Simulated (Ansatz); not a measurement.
GePt in space group Pnma (No. 62; Pt on 4c, Ge on 4c) at seven volumes, PBEsol (plane waves, PAW; program Ansatz), shape and atoms relaxed at each. One row is withheld.

```csv
V (Å³/atom),P (GPa)
14.711,20.30
15.196,12.21
15.681,5.54
16.166,0.00
16.651,-4.53
17.136,-8.20
17.621,?
```

Question: Fit the shown pressures and predict the withheld one.

Answer: Third-order Birch–Murnaghan: P = (3/2)B₀(x^(7/2) − x^(5/2))[1 + (3/4)(B′ − 4)(x − 1)] with x = (V₀/V)^(2/3). Least squares on the six rows gives V₀ = 16.168 Å³/atom, B₀ = 165.9 GPa, B′ = 5.50. At V = 17.621, x = 0.9442 and P = -11.27 GPa. The run itself gave -11.20 GPa.

The cell was relaxed with PBEsol under the symmetry of its start. The run is not spin-polarised. Scalar-relativistic: spin–orbit coupling is off unless named, which matters more the heavier the elements.

Potentials: the later of the program's two PAW sets.
